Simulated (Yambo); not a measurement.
G0W0@LDA for CsHgF₃ (cubic perovskite, space group Pm-3m, No. 221) in Yambo. Reference settings: 4×4×4 Γ-centred k mesh, bands 5 to 147 and a 7 Ry block in the screening, 147 bands in G with the Bruneval-Gonze terminator, plasmon pole fitted at 27.2 eV. The LDA gap R → Γ on this mesh is 0.45 eV; G0W0 gaps are taken between the same points.

Gap (R → Γ) in eV against the number of bands and the screening block, terminator on:

| bands (W and G) | 2 Ry | 3 Ry | 4 Ry | 6 Ry | 7 Ry |
|---|---|---|---|---|---|
| 42 | 3.964 | 3.576 | 3.535 | 3.464 | 3.451 |
| 60 | 3.568 | 3.113 | 3.067 | 2.999 | 2.992 |
| 85 | 3.300 | 2.789 | 2.741 | 2.679 | 2.676 |
| 116 | 3.190 | 2.639 | 2.598 | 2.536 | 2.534 |
| 147 | 3.144 | 2.577 | 2.526 | 2.473 | 2.473 |

Rough cost of the Yambo step against the reference (shared machines):

| bands (W and G) | 2 Ry | 3 Ry | 4 Ry | 6 Ry | 7 Ry |
|---|---|---|---|---|---|
| 42 | 1/4 | 1/5 | 1/4 | 1/3 | 1/3 |
| 60 | 1/3 | 1/3 | 1/4 | 1/2 | ~1 |
| 85 | ~1 | ~1 | ~1 | ~1 | ~1 |
| 116 | ~1 | ~1 | ~1 | ~1 | ~1 |
| 147 | ~1 | ~1 | ~1 | ~1 | 1 |

At the largest block the last step in bands moves the gap by -0.061 eV; at the most bands the last step in the block moves it by 0.000 eV.

Spin-orbit coupling is left out, which matters for elements this heavy: edges can move by tenths of an eV. The cell is held in this high symmetry; tilts and polar distortions were not searched.

Geometry of the Materials Project entry, not relaxed at this level; primitive cell a = b = c = 4.595 Å, α = β = γ = 90.00°.
